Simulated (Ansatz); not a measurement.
Input, command and steps of an Ansatz relaxation.

```yaml
crystal:
  lattice:
    - [2.4556268004, 0.0, 0.0]
    - [0.0, 2.4556268004, 0.0]
    - [0.0, 0.0, 2.3642262991]
  atoms:
    - { symbol: P, position: [0.0, 0.0, 0.0] }
basis:
  ecutwfc: 500
kpoints:
  mp_grid: { grid: [22, 22, 22] }
hamiltonian:
  xc: r2scan
scf:
  occupations: { method: gaussian, width: 0.1 }
output:
  forces: true
  stress: true
  eigenvalues: true
relax:
  adjacent_minimum: "off"
  f_tol: 0.008
  max_steps: 40
  cell: { stress_tol: 0.015, fix: [c, angles] }
```

```bash
ansatz run input.yaml --threads 1 --pin off --max-ram 2560MiB --backend cpu --events-out ev --progress --plain --runs-dir out
```

All numbers below come from DFT r2SCAN, scalar-relativistic, plane waves, PAW in Ansatz.

Of 5 frames 4 are shown, positions in Å and forces in eV/Å; the SCF threshold varies from step to step. Steps run on the plane waves of an earlier cell, with a Pulay correction in the pressure. The basis is chosen afresh for the last frame, the zero of the energies, and at times for earlier ones too; energy and pressure step there, also at an unchanged geometry.

```xyz
1
Lattice="2.4556 0.0000 0.0000 0.0000 2.4556 0.0000 0.0000 0.0000 2.3642" Properties=species:S:1:pos:R:3:forces:R:3 pbc="T T T" step=1 free_energy_over_end_meV_per_atom=1.10 pressure_GPa=2.13
P     0.0000    0.0000    0.0000    0.0000    0.0000    0.0000
1
Lattice="2.4468 0.0000 0.0000 0.0000 2.4468 0.0000 0.0000 0.0000 2.3642" Properties=species:S:1:pos:R:3:forces:R:3 pbc="T T T" step=2 free_energy_over_end_meV_per_atom=0.18 pressure_GPa=2.98
P     0.0000    0.0000    0.0000    0.0000    0.0000    0.0000
1
Lattice="2.4402 0.0000 0.0000 0.0000 2.4402 0.0000 0.0000 0.0000 2.3642" Properties=species:S:1:pos:R:3:forces:R:3 pbc="T T T" step=3 free_energy_over_end_meV_per_atom=-0.03 pressure_GPa=3.64
P     0.0000    0.0000    0.0000    0.0000    0.0000    0.0000
1
Lattice="2.4405 0.0000 0.0000 0.0000 2.4405 0.0000 0.0000 0.0000 2.3642" Properties=species:S:1:pos:R:3:forces:R:3 pbc="T T T" step=5 free_energy_over_end_meV_per_atom=0.00 pressure_GPa=3.61
P     0.0000    0.0000    0.0000    0.0000    0.0000    0.0000
```

It took 75 s on 1 thread of Intel(R) Xeon(R) Platinum 8488C (Sapphire Rapids), on a shared host, peak memory 0.53 GiB.